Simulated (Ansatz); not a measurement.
NbSn2:
```xyz
12
Lattice="0.0000 4.8962 9.5269 2.8200 0.0000 9.5269 2.8200 4.8962 0.0000" Properties=species:S:1:pos:R:3 pbc="T T T"
Nb     1.4100     2.4481     2.3464
Nb     1.4100     2.4481     7.1805
Nb     2.8200     4.8962     2.4170
Nb     2.8200     4.8962    16.6368
Sn     1.4100     0.7908     4.7635
Sn     1.4100     4.1054     4.7635
Sn     2.8200     1.6573     9.5269
Sn     2.8200     8.1351     9.5269
Sn     4.2299     7.3443    15.8653
Sn     4.2299     7.3443    12.7155
Sn     2.8200     4.8962     7.9520
Sn     2.8200     4.8962    11.1018
```

Relaxed with PBEsol. Special points in fractions of this cell's reciprocal vectors: Γ (0.000, 0.000, 0.000); Y (0.500, 0.000, 0.500); T (1.000, 0.500, 0.500); Z (0.500, 0.500, 0.000); Σ0 (0.000, 0.355, 0.355); U0 (1.000, 0.645, 0.645); C0 (0.500, 0.189, 0.689); A0 (0.500, 0.811, 0.311); L (0.500, 0.500, 0.500).

### Question
List the band energies nearest the Fermi level at these points for PBEsol with spin–orbit coupling in the plane-wave PAW code Ansatz.

### Answer
In eV from the Fermi level; about four levels below and three above (degenerate sets whole), none deeper than 8.9 eV; points with the same levels are listed once.

| k | below | above |
|---|---|---|
| Γ | -0.43 -0.43 -0.39 -0.39 | 0.68 0.68 0.69 0.69 |
| Y | -0.42 -0.42 -0.42 -0.42 | 0.14 0.14 0.14 0.14 |
| T | -0.31 -0.31 -0.31 -0.31 | 0.49 0.49 0.49 0.49 |
| Z | -0.27 -0.27 -0.27 -0.27 | 0.69 0.69 0.69 0.69 |
| Σ0 | -0.44 -0.44 -0.20 -0.20 | 0.16 0.16 0.71 0.71 |
| C0 | -0.43 -0.43 -0.42 -0.42 | 0.26 0.26 0.29 0.29 |
| L | -0.54 -0.54 -0.14 -0.14 | 0.15 0.15 0.47 0.47 |

Space group Fddd. The first step of the workflow began from a Materials Project structure, measured or hypothetical; the Crystallography Open Database files this formula in space group No. 70, but the cells were not matched. Its standing as an ambient phase is unchecked. Symmetry was held in the PBEsol relaxation; whether a distortion lowers the energy is not shown. No spin polarisation was allowed.

Potentials: the later of the program's two PAW sets.
